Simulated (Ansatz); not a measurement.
SnIr (NiAs type, space group No. 194) at seven volumes, the program Ansatz at the PBEsol level (PAW), shape and atoms relaxed at each. One row is withheld.

```
V (Å³/atom)  P (GPa)
-----------  -------
17.466         20.34
18.041             ?
18.617          5.63
19.193          0.00
19.769         -4.71
20.344         -8.63
20.920        -11.90
```

Question: Fit the shown pressures and predict the withheld one.

Answer: Third-order Birch–Murnaghan: P = (3/2)B₀(x^(7/2) − x^(5/2))[1 + (3/4)(B′ − 4)(x − 1)] with x = (V₀/V)^(2/3). Least squares on the six rows gives V₀ = 19.193 Å³/atom, B₀ = 170.9 GPa, B′ = 4.93. At V = 18.041, x = 1.0421 and P = 12.33 GPa. The run itself gave 12.34 GPa.

Space group P6_3/mmc (NiAs type). The workflow started from an entry of the Crystallography Open Database (COD). Its standing as an ambient phase is unchecked. Symmetry was held in the PBEsol relaxation; whether a distortion lowers the energy is not shown. No spin polarisation was allowed. Scalar-relativistic: spin–orbit coupling is off unless named, which matters more the heavier the elements.

Potentials: the later of the program's two PAW sets.
